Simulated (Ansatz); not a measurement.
ScF₃ (ReO3 type, space group No. 221) under volume change, LDA in the plane-wave PAW code Ansatz, scaled uniformly.

```csv
V (Å³/atom),E − E(relaxed) (meV/atom),P (GPa)
14.264,49.9,12.34
14.734,20.9,7.54
15.204,4.9,3.46
15.674,0.0,-0.01
16.144,4.4,-2.96
16.615,17.0,-5.47
17.085,36.2,-7.60
```

What does a third-order Birch–Murnaghan fit give for V₀, B₀ and B′?

V₀ = 15.67 Å³/atom, B₀ = 106 GPa, B′ = 4.4.

Space group Pm-3m (ReO3 type). The workflow started from a Materials Project entry (that database holds measured and hypothetical structures alike); the Crystallography Open Database files this formula in space group No. 221, but the cells were not matched. Whether it is the stable phase at ambient conditions was not checked. The cell was relaxed with LDA under the symmetry of its start; phonons on a q-mesh show weakly imaginary modes. The run is not spin-polarised.

Potentials: the earlier of the program's two PAW sets.
